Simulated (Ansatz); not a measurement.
Starting cell, Rb (bcc, W type):

```xyz
2
Lattice="-5.6710 5.6710 5.6710 0.0000 0.0000 5.6710 0.0000 5.6710 0.0000" Properties=species:S:1:pos:R:3 pbc="T T T"
Rb     0.0000     0.0000     0.0000
Rb    -2.8355     8.5065     8.5065
```

The atoms are displaced by Q × the pattern below (from a DFPT mode at H = (0.5, 0.5, 0.5), largest move 1; Q in Å), at fixed cell. It is one choice among 3 degenerate patterns. (q is in reciprocal vectors of the primitive cell; the cell shown is doubled to hold the pattern.)

```json
[
 {"atom": "Rb1", "x": "0.000", "y": "0.000", "z": "-1.000"},
 {"atom": "Rb2", "x": "0.000", "y": "0.000", "z": "1.000"}
]
```

Calculation: PBE (plane waves to 420 eV, PAW, scalar-relativistic; Ansatz, a quantum-chemistry and plane-wave program). k mesh 12×12×12 (Γ-centred), Fermi-Dirac smearing 0.05 eV. With partly filled bands, energies and forces of such displacements shift with the k mesh and the smearing. Rb was relaxed with its symmetry unable to fall. 

| Q (Å) | −dE/dQ from forces (eV/Å) |
|---|---|
| -0.180 | 0.217 |
| -0.150 | 0.182 |
| -0.120 | 0.147 |
| -0.090 | 0.110 |
| -0.060 | 0.074 |
| -0.030 | 0.037 |
| 0.000 | 0.000 |
| 0.030 | -0.037 |
| 0.060 | -0.074 |
| 0.090 | -0.110 |
| 0.120 | -0.147 |
| 0.150 | -0.182 |
| 0.180 | -0.217 |

Task: What harmonic wavenumber does the curvature at Q = 0 give?

Result: 44 cm⁻¹. E″ = 1.23 eV/Å², M = Σ mᵢ|uᵢ|² = 170.9 u, ν̃ = 521.5·√(|E″|/M).

(A displaced cell: forces are minus the slopes of the energy, force constants its curvatures, and phonons follow from these.)
